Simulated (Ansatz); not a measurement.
# Computed properties of BAs

BAs:
```xyz
8
Lattice="5.8890 0.0000 0.0000 0.0000 5.8890 0.0000 0.0000 0.0000 3.3896" Properties=species:S:1:pos:R:3 pbc="T T T"
B      1.9006     3.9885     0.0000
B      3.9885     1.9006     0.0000
B      4.8451     4.8451     1.6948
B      1.0439     1.0439     1.6948
As     1.8764     1.8764     0.0000
As     4.0127     4.0127     0.0000
As     1.0681     4.8209     1.6948
As     4.8209     1.0681     1.6948
```

Space group P4_2/mnm (No. 136); conventional cell a = 5.889 Å, b = 5.889 Å, c = 3.390 Å, α = 90.00°, β = 90.00°, γ = 90.00°.

Method: PBE (plane waves, PAW; program Ansatz). The cell and atoms are relaxed at this level. Other levels are named where they apply.

**Cell and energy**

| Item | Value |
|---|---|
| Volume per atom | 14.69 Å³ |
| Density | 4.84 g/cm³ |
| Formation energy from the elements (no fitted shifts) | 0.092 eV/atom |

**Electronic structure**

| Quantity | Result |
|---|---|
| Band gap | 0.80 eV (indirect) |
| Valence-band maximum | at Γ |
| Conduction-band minimum | on the Γ–Z line, 58 % of the way from Γ (2 equivalent valleys) |
| Smallest direct gap on the standard path | 1.18 eV |
| Electron effective mass | 0.35, 0.35, 0.46 mₑ (principal values) |
| Electron effective mass with spin–orbit coupling | 0.35, 0.35, 0.46 mₑ (principal values) |
| Hole effective mass, band 1 of 2 at the edge | 0.46 along x, 0.65 along z (mₑ) |
| Hole effective mass, band 2 of 2 at the edge | 0.16 along x, 0.65 along z (mₑ) |
| Hole effective mass with spin–orbit coupling | 0.24, 0.24, 0.65 mₑ (principal values) |
| Gap with spin–orbit coupling | 0.74 eV |

**Mechanics**

| Quantity | Result |
|---|---|
| Bulk modulus (Birch–Murnaghan fit) | 120 GPa |
| Pressure derivative B′ | 4.1 |

The start of the workflow was typed in or built on a structure type; neither database checked (COD, Materials Project) lists it. It is not the phase usual at ambient conditions (space group No. 216). The PBE relaxation kept the symmetry of its start; its stability against distortions is not shown here. The references are the lowest solids computed at this level, not always the standard phases. Scalar-relativistic: spin–orbit coupling is off unless named, which matters more the heavier the elements.

Potentials: the later of the program's two PAW sets.
